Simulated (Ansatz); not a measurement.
KF (rock salt, Fm-3m), PBEsol (plane waves, PAW; program Ansatz). The conduction-band minimum lies at Γ, with 1 equivalent valley. Second derivatives d²E/dk² of the lowest band at one valley (eV·Å²), along Cartesian directions:

| direction | d²E/dk² |
|---|---|
| [100] | 14.20 |
| [010] | 14.20 |
| [001] | 14.20 |
| [110] | 14.20 |
| [101] | 14.20 |
| [011] | 14.20 |

Problem. Find the principal effective masses, the density-of-states mass and the conductivity mass.

Solution. Off-diagonal terms follow from H_xy = H[110] − (H_xx + H_yy)/2, and m*/mₑ = 7.620 eV·Å² over each eigenvalue: 0.54, 0.54, 0.54. One valley's DOS mass (m₁m₂m₃)^(1/3) = 0.54, conductivity mass 3/(Σ 1/mᵢ) = 0.54 mₑ.

Problem. What effective density of states Nc follows at 300 K for parabolic valleys?

Solution. Nc = 2.509e19 × 1 × (0.54)^(3/2) ≈ 1.0e19 cm⁻³.

The cell was relaxed with PBEsol under the symmetry of its start.

Potentials: the later of the program's two PAW sets.

Edges and masses are those of Kohn–Sham bands, whose gap is no quasiparticle gap.
